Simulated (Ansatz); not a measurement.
**Zn$_{3}$Cd$_{2}$Se$_{5}$ (I-4m2) at 2 levels of theory**

One geometry, relaxed with PBE; plane waves with PAW potentials in Ansatz, scalar-relativistic. No spin polarisation. Gaps are the least over mesh and band path; pressure is positive in compression.

Space group I-4m2 (No. 119). a = 4.164 Å, b = 4.164 Å, c = 29.840 Å, α = 90.00°, β = 90.00°, γ = 90.00°
```csv
atom,site,symmetry,x,y,z
Zn,4e,2mm.,0.0000,0.0000,0.4069
Zn,2a,-4m2,0.0000,0.0000,0.0000
Cd,4e,2mm.,0.5000,0.5000,0.3052
Se,4f,2mm.,0.5000,0.0000,0.3608
Se,4f,2mm.,0.0000,0.5000,0.4535
Se,2c,-4m2,0.0000,0.5000,0.2500
```

```
level  cutoff (eV)    k mesh  gap (eV)  pressure (GPa)
  PBE          420  10×10×10      0.77             0.0
```

**Question.** What comes out on the same cell with PBEsol?

**Answer.**
| level | cutoff (eV) | k mesh | gap (eV) | pressure (GPa) |
| --- | --- | --- | --- | --- |
| PBEsol | 420 | 10×10×10 | 0.65 | -2.8 |

The cell was found from a structure generator's guess, not taken from experiment.
